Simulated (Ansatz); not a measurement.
The calculation used DFT PBE, scalar-relativistic, plane waves, PAW, and for the lanthanide a 4f-in-core norm-conserving potential (Ansatz 0.2.0). Cutoff 690 eV, Γ-centred meshes of about 0.25 Å⁻¹ or finer for metals and 0.3 Å⁻¹ for insulators (2π included), Gaussian smearing. No spin polarisation.

All energies are static (0 K, no zero-point motion).

Compare these two cells of Sr4TmSi, each relaxed at this level.

A.

```
CELL_PARAMETERS angstrom
-4.22323 4.22323 3.58779
4.22323 -4.22323 3.58779
4.22323 4.22323 -3.58779
ATOMIC_POSITIONS crystal
Sr 0.50000 0.50000 0.50000
Sr 0.00000 0.00000 0.50000
Sr 0.50000 0.00000 0.00000
Sr 0.00000 0.50000 0.00000
Tm 0.50000 0.50000 0.00000
Si 0.00000 0.00000 0.00000
```

B.

```
CELL_PARAMETERS angstrom
5.35113 0.00000 0.00000
0.00000 5.35113 0.00000
0.00000 0.00000 9.44858
ATOMIC_POSITIONS crystal
Sr 0.50000 0.00000 0.79967
Sr 0.00000 0.50000 0.20033
Sr 0.50000 0.00000 0.20033
Sr 0.00000 0.50000 0.79967
Tm 0.50000 0.50000 0.50000
Si 0.00000 0.00000 0.00000
```

Question: Which is lower in energy, and by how much?

Answer: B is lower, by 13 meV/atom. A has space group I4/mmm (No. 139), 42.7 Å³/atom and no gap on its mesh; B has space group P4/mmm (No. 123), 45.1 Å³/atom and no gap. Counting Sr or Tm atoms around Si (for each partner element, those within 1.25 times its shortest distance or 1.15 times the sum of covalent radii, where it is the nearest in units of that sum or under 1.3), A has Si 10 and B has Si 8. The lower one is the more open, so pressure narrows the difference. Even the lower one lies +0.25 eV/atom against the reference forms of the elements (uncorrected), so neither is stable at this level. In A, around Sr lie 2 Si at 3.48 Å, 2 Tm at 3.48 Å, 2 Sr at 3.59 Å and 4 Sr at 4.22 Å; Tm has 8 Sr at 3.48 Å and 2 Si at 3.59 Å; around Si lie 8 Sr at 3.48 Å and 2 Tm at 3.59 Å. In B, Sr has 2 Si at 3.28 Å, 5 Sr at 3.78–3.79 Å and 2 Tm at 3.90 Å; Tm is surrounded by 8 Sr at 3.90 Å; Si is surrounded by 8 Sr at 3.28 Å. Both come from trial cells of a structure search, whose lowest cell (R-3m, 41.9 Å³/atom) lies 77 meV/atom below the lower of the two.

For metals, differences of a few meV/atom aren't resolved. Cells relaxed within their symmetry can be saddle points. Some structure types and database cells were kept out of the candidates from the start, so a known form may be missing.

The lanthanide is trivalent by construction, without f bands, f moments or other valences.
